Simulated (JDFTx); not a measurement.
An input for a modified build of JDFTx (Ir(100), CANDLE, water, 1 M NaF; bohr, hartree) and the course of its log:

```
lattice \
  5.1497683269 0.0000000000 0.0000000000 \
  0.0000000000 5.1497683269 0.0000000000 \
  0.0000000000 0.0000000000 44.7865091536
coords-type Lattice
ion Ir 0.0000000000 0.0000000000 -0.1626130800 0
ion Ir 0.5000000000 0.5000000000 -0.0813065400 0
ion Ir 0.0000000000 0.0000000000 0.0000000000 0
ion Ir 0.5000000000 0.5000000000 0.0813065400 0
ion Ir 0.0000000000 0.0000000000 0.1626130800 0
ion-species pseudo/ir_pbe_v1.2.upf
elec-cutoff 20 100
elec-ex-corr gga-PBE
coulomb-interaction Slab 001
coulomb-truncation-embed 0 0 0
kpoint-folding 8 8 1
elec-smearing Fermi 0.01
elec-n-bands 50
symmetries none
electronic-scf nIterations 100 energyDiffThreshold 1e-08
fluid LinearPCM
pcm-variant CANDLE
fluid-solvent H2O
fluid-cation Na+ 1
fluid-anion F- 1
fluid-minimize nIterations 400 knormThreshold 1e-11
wavefunction read vac.wfns
elec-initial-eigenvals vac.eigenvals
dump-name f0.$VAR
dump End State Ecomponents EigStats BandEigs Forces ElecDensity IonicPositions Fillings Kpoints Dtot FluidDebug BoundCharge FluidDensity
```

```
[one cycle in 5 is shown, and the last three; fluid-solver lines are left out]
	FillingsUpdate:  mu: -0.194881358  nElectrons: 75.000000
SCF: Cycle:  0   F: -382.265302169806091   dF: +2.441e-05   |Residual|: 1.828e-03   |deigs|: 2.688e-04
	FillingsUpdate:  mu: -0.192365215  nElectrons: 75.000000
SCF: Cycle:  5   F: -382.265362116986978   dF: +8.220e-06   |Residual|: 7.738e-04   |deigs|: 7.027e-04
	FillingsUpdate:  mu: -0.191287120  nElectrons: 75.000000
SCF: Cycle: 10   F: -382.265372952797748   dF: -1.705e-07   |Residual|: 1.375e-04   |deigs|: 1.401e-04
	FillingsUpdate:  mu: -0.191246334  nElectrons: 75.000000
SCF: Cycle: 15   F: -382.265372963485220   dF: -2.104e-06   |Residual|: 1.035e-04   |deigs|: 4.577e-05
	FillingsUpdate:  mu: -0.191242963  nElectrons: 75.000000
SCF: Cycle: 20   F: -382.265373161638024   dF: -1.685e-07   |Residual|: 2.074e-05   |deigs|: 2.609e-05
	FillingsUpdate:  mu: -0.191238879  nElectrons: 75.000000
SCF: Cycle: 25   F: -382.265373157723218   dF: -7.245e-08   |Residual|: 2.233e-05   |deigs|: 4.735e-06
	FillingsUpdate:  mu: -0.191239982  nElectrons: 75.000000
SCF: Cycle: 30   F: -382.265373165596884   dF: -2.104e-08   |Residual|: 1.681e-05   |deigs|: 1.136e-05
	FillingsUpdate:  mu: -0.191200887  nElectrons: 75.000000
SCF: Cycle: 35   F: -382.265372847772028   dF: +3.148e-07   |Residual|: 1.185e-04   |deigs|: 4.199e-05
	FillingsUpdate:  mu: -0.191229613  nElectrons: 75.000000
SCF: Cycle: 40   F: -382.265373141656653   dF: +2.577e-08   |Residual|: 3.372e-05   |deigs|: 2.724e-06
	FillingsUpdate:  mu: -0.191231097  nElectrons: 75.000000
SCF: Cycle: 45   F: -382.265373145818046   dF: -8.552e-09   |Residual|: 2.950e-05   |deigs|: 5.301e-06
	FillingsUpdate:  mu: -0.191231247  nElectrons: 75.000000
SCF: Cycle: 50   F: -382.265373155667930   dF: -3.302e-08   |Residual|: 2.146e-05   |deigs|: 6.740e-06
	FillingsUpdate:  mu: -0.191231180  nElectrons: 75.000000
SCF: Cycle: 55   F: -382.265373138075859   dF: -1.898e-07   |Residual|: 4.247e-05   |deigs|: 6.440e-06
	FillingsUpdate:  mu: -0.191243514  nElectrons: 75.000000
SCF: Cycle: 60   F: -382.265373054568670   dF: +8.308e-08   |Residual|: 6.951e-05   |deigs|: 1.076e-05
	FillingsUpdate:  mu: -0.191226656  nElectrons: 75.000000
SCF: Cycle: 65   F: -382.265373143411864   dF: -5.673e-08   |Residual|: 4.398e-05   |deigs|: 1.007e-05
	FillingsUpdate:  mu: -0.191236778  nElectrons: 75.000000
SCF: Cycle: 70   F: -382.265373161130981   dF: +7.352e-09   |Residual|: 1.828e-05   |deigs|: 1.650e-06
	FillingsUpdate:  mu: -0.191221641  nElectrons: 75.000000
SCF: Cycle: 75   F: -382.265373157776821   dF: -1.374e-07   |Residual|: 2.448e-05   |deigs|: 2.400e-05
	FillingsUpdate:  mu: -0.191226620  nElectrons: 75.000000
SCF: Cycle: 80   F: -382.265373073307558   dF: +6.285e-08   |Residual|: 7.400e-05   |deigs|: 1.064e-05
	FillingsUpdate:  mu: -0.191245264  nElectrons: 75.000000
SCF: Cycle: 85   F: -382.265373158531418   dF: -1.613e-08   |Residual|: 2.274e-05   |deigs|: 1.689e-05
	FillingsUpdate:  mu: -0.191241928  nElectrons: 75.000000
SCF: Cycle: 90   F: -382.265373166300151   dF: -1.696e-08   |Residual|: 1.143e-05   |deigs|: 1.575e-05
	FillingsUpdate:  mu: -0.191226032  nElectrons: 75.000000
SCF: Cycle: 95   F: -382.265373136457583   dF: -7.091e-08   |Residual|: 4.528e-05   |deigs|: 1.753e-05
	FillingsUpdate:  mu: -0.191226252  nElectrons: 75.000000
SCF: Cycle: 97   F: -382.265373136257040   dF: -8.683e-08   |Residual|: 4.546e-05   |deigs|: 1.722e-05
	FillingsUpdate:  mu: -0.191244332  nElectrons: 75.000000
SCF: Cycle: 98   F: -382.265373084991211   dF: +5.127e-08   |Residual|: 5.721e-05   |deigs|: 1.843e-05
	FillingsUpdate:  mu: -0.191222588  nElectrons: 75.000000
SCF: Cycle: 99   F: -382.265373155058626   dF: -7.007e-08   |Residual|: 3.147e-05   |deigs|: 2.176e-05
SCF: None of the convergence criteria satisfied after 100 iterations.
IonicMinimize: Iter:   0  F: -382.265373155058626  |grad|_K:  0.000e+00
IonicMinimize: Converged (|grad|_K<1.000000e-04).
```

This run gave no converged result. The loop ran out of cycles short of its threshold. It has stalled and not diverged: the last ten energies span 1e-07 Ha, so the total is near its end, but levels, forces and charges aren't shown converged.
